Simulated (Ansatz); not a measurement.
ZrMnF$_{6}$:
```yaml
crystal:
  lattice:
    - [0.00000, 4.11653, 4.11653]
    - [4.11653, 0.00000, 4.11653]
    - [4.11653, 4.11653, 0.00000]
  atoms:
    - { symbol: Zr, position: [0.50000, 0.50000, 0.50000] }
    - { symbol: Mn, position: [0.00000, 0.00000, 0.00000] }
    - { symbol: F, position: [0.74466, 0.25534, 0.25534] }
    - { symbol: F, position: [0.25534, 0.74466, 0.74466] }
    - { symbol: F, position: [0.25534, 0.74466, 0.25534] }
    - { symbol: F, position: [0.74466, 0.25534, 0.74466] }
    - { symbol: F, position: [0.25534, 0.25534, 0.74466] }
    - { symbol: F, position: [0.74466, 0.74466, 0.25534] }
```
The run is spin-polarised; directions of the spins, atom by atom: 0 ↑ 0 0 0 0 0 0.

Relaxed with r²SCAN.

Problem. Give the Bader charges and basin volumes of the independent atoms, the program Ansatz at the r²SCAN level (PAW).

Solution. 

```
atom  Bader charge (e)  Bader volume (Å³)
----  ----------------  -----------------
Zr1              +2.90                9.9
Mn2              +1.69                9.9
F3               -0.77               17.0
```

Space group Fm-3m. The workflow started from a Materials Project entry (that database holds measured and hypothetical structures alike); the Crystallography Open Database copy checked does not list it. Its standing as an ambient phase is unchecked. Symmetry was held in the r²SCAN relaxation; whether a distortion lowers the energy is not shown. Spin order of the final state: ferromagnetic, chosen from 3 collinear starts compared on coarse meshes (ties went to the first, and starts can fall back to one state), not a proven ground state. Other orbital occupations within this spin state were not tried. No Hubbard U is applied.

Potentials: the later of the program's two PAW sets.
